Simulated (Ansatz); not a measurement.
RbAl2, before and after

The cell of RbAl2 is invented: random cell by space group and Wyckoff sites (P4/mmm, No. 123). The dimensions are guesses.

start.cif

```cif
data_structure
_symmetry_space_group_name_H-M 'P 1'
_symmetry_Int_Tables_number 1
_cell_length_a 4.0732
_cell_length_b 4.0732
_cell_length_c 4.6589
_cell_angle_alpha 90.000
_cell_angle_beta 90.000
_cell_angle_gamma 90.000
_cell_volume 77.30
loop_
_atom_site_label
_atom_site_type_symbol
_atom_site_fract_x
_atom_site_fract_y
_atom_site_fract_z
_atom_site_occupancy
Rb1 Rb 0.50000 0.50000 0.50000 1
Al1 Al 0.00000 0.00000 0.19042 1
Al2 Al 0.00000 0.00000 0.80958 1
```

All numbers below come from DFT PBE, scalar-relativistic, plane waves, PAW in Ansatz 0.2.0. Cutoff 420 eV, Gaussian smearing, Γ-centred meshes. Cell and atoms relax first on a coarse mesh and then on a finer one. In between, the cell is made exact in the group found at 0.06 Å. In metals the finer mesh still leaves noise of several meV/atom or more. The steps can't lower the symmetry of their start. No spin polarisation.

end.cif

```cif
data_structure
_symmetry_space_group_name_H-M 'P 1'
_symmetry_Int_Tables_number 1
_cell_length_a 5.3046
_cell_length_b 5.3046
_cell_length_c 4.8175
_cell_angle_alpha 90.000
_cell_angle_beta 90.000
_cell_angle_gamma 90.000
_cell_volume 135.56
loop_
_atom_site_label
_atom_site_type_symbol
_atom_site_fract_x
_atom_site_fract_y
_atom_site_fract_z
_atom_site_occupancy
Rb1 Rb 0.50000 0.50000 0.50000 1
Al1 Al 0.00000 0.00000 0.25012 1
Al2 Al 0.00000 0.00000 0.74988 1
```

The symmetry stays P4/mmm (No. 123). The volume per atom grows by 75.4 %, from 25.8 to 45.2 Å³. The shortest distance goes from 1.77 Å (Al–Al) to 2.41 Å (Al–Al). The ratio c/a of the conventional cell changes by a factor of 0.79. The energy falls by about 1.6 eV/atom (the start's value is from the coarse mesh).

For RbAl2, the volume per atom is 45.19 Å³. The density is 1.71 g/cm³ and the energy over the elements is +0.65 eV/atom. The gap on the 10×10×10 mesh of the 3-atom cell is 0 eV (a metal).

The zero of energy is the elements' standard structures at the same level; no fitted shifts are applied. The separate elements lie lower, so it is unstable against them.

The last run used Gaussian smearing of 0.10 eV. A structure relaxed within its symmetry needn't be a true minimum. In all, the 3 runs took 77 s on 1 thread of Arm Neoverse V2 (shared host).
